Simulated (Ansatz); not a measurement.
With PBE in the plane-wave PAW code Ansatz, Sb in the diamond structure (Fd-3m) relaxes to a = 6.993 Å. Sb has 4 nearest neighbours from 3.03 Å (tetrahedral).

Electronic character: metallic (no gap). Gap from PBE with spin–orbit coupling: none (metallic).

An equation-of-state fit gives a bulk modulus of 31.2 GPa.

The start of the workflow was typed in or built on a structure type; neither database checked (COD, Materials Project) lists it. It is not the phase usual at ambient conditions (space group No. 166). Symmetry was held in the PBE relaxation; whether a distortion lowers the energy is not shown. Spin–orbit coupling is left out wherever it is not named.

Potentials: the earlier of the program's two PAW sets.
